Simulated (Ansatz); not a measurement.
Relaxation of a generated cell, ZrC built in the AFLOW prototype AB_tI8_141_a_b ("40", as in NbP); 4 atoms in the cell, which starts as I4₁/amd, origin choice 1 (No. 141), tI8; a = b = 3.127 Å, c = 10.703 Å, α = β = γ = 90.00°. These are PBEsol (plane waves to 420 eV, PAW, scalar-relativistic; Ansatz, an electronic-structure program) values and carry that method's errors. Γ-centred k-mesh 10×10×10 on the run's cell (coarser than for final values), Fermi–Dirac smearing 0.05 eV. This is the first round of the run. 

The optimiser's lines from the output (shortened; P is positive under compression):

```
relax step   1: F+E_penalty+E_count = -8749.99167401 eV  Δ(F+E_penalty+E_count) = +0.000e0 eV  max|allowed force component| = 4.879e-18 eV/Å  Δτ_max = 0.0000 Å  P = +18.149 GPa  Ω = 52.339 Å³  (6 SCF iters, dr2 threshold 1.00e-7 eV, accepted)
relax step   2: F+E_penalty+E_count = -8750.19250201 eV  Δ(F+E_penalty+E_count) = -2.008e-1 eV  max|allowed force component| = 1.388e-17 eV/Å  Δτ_max = 0.0000 Å  P = -5.334 GPa  Ω = 59.022 Å³  (6 SCF iters, dr2 threshold 4.00e-7 eV, accepted)
relax step   3: F+E_penalty+E_count = -8750.22495714 eV  Δ(F+E_penalty+E_count) = -3.246e-2 eV  max|allowed force component| = 4.120e-18 eV/Å  Δτ_max = 0.0000 Å  P = -0.633 GPa  Ω = 57.229 Å³  (5 SCF iters, dr2 threshold 4.00e-7 eV, accepted)
relax step   4: F+E_penalty+E_count = -8750.22559701 eV  Δ(F+E_penalty+E_count) = -6.399e-4 eV  max|allowed force component| = 3.036e-18 eV/Å  Δτ_max = 0.0000 Å  P = +0.027 GPa  Ω = 57.013 Å³  (4 SCF iters, dr2 threshold 4.00e-7 eV, accepted)
relax step   5: F+E_penalty+E_count = -8750.22558471 eV  Δ(F+E_penalty+E_count) = +1.230e-5 eV  max|allowed force component| = 2.776e-17 eV/Å  Δτ_max = 0.0000 Å  P = +0.000 GPa  Ω = 57.024 Å³  (4 SCF iters, dr2 threshold 2.54e-9 eV, accepted)
relax step   6: F+E_penalty+E_count = -8750.23366858 eV  Δ(F+E_penalty+E_count) = -8.084e-3 eV  max|allowed force component| = 2.776e-17 eV/Å  Δτ_max = 0.0000 Å  P = +0.167 GPa  Ω = 57.024 Å³  stress off target by 1.77e-1 GPa  SCF on the basis re-selected at this cell (its energy is not comparable with the rows above)  (6 SCF iters)
relax step   7: F+E_penalty+E_count = -8750.23362018 eV  Δ(F+E_penalty+E_count) = +4.839e-5 eV  max|allowed force component| = 1.388e-17 eV/Å  Δτ_max = 0.0000 Å  P = +0.004 GPa  Ω = 57.114 Å³  (4 SCF iters, dr2 threshold 7.86e-8 eV, accepted)
relax step   8: F+E_penalty+E_count = -8750.23371598 eV  Δ(F+E_penalty+E_count) = -9.579e-5 eV  max|allowed force component| = 1.388e-17 eV/Å  Δτ_max = 0.0000 Å  P = +0.005 GPa  Ω = 57.114 Å³  stress off target by 1.15e-2 GPa  SCF on the basis re-selected at this cell (its energy is not comparable with the rows above)  (5 SCF iters)
```

From the first to the last row the energy changes by -0.06 eV/atom and the volume by +9.1 %. The last row is marked as not comparable with the walk above it, whose basis was carried along; it does compare with step 1, since both stand on a basis selected at the nominal cutoff for their own cell.

Later rounds, restarted from the end of this one on a renewed k-mesh, logged 4 more steps and released under 0.01 eV/atom more. The final structure after all rounds: I4₁/amd, origin choice 1 (No. 141), tI8, AFLOW prototype AB_tI8_141_a_b ("40", as in NbP); a = 3.2131 Å, b = 3.2131 Å, c = 11.0667 Å, α = 90.00°, β = 90.00°, γ = 90.00°. Between re-selections the logged energies stand on a plane-wave basis carried along with the cell. No spin polarisation in the result.

The run could not lower the symmetry of its start; a shaken copy of this end point relaxes with PBEsol to Fm-3m (No. 225), 1.03 eV/atom lower.

The relaxed structure here is a generated cell of ZrC: the first start was made by placing the elements on the sites of a structure type, and the end was not matched to a known phase here, so it may be hypothetical. Known forms of ZrC include space group No. 225.
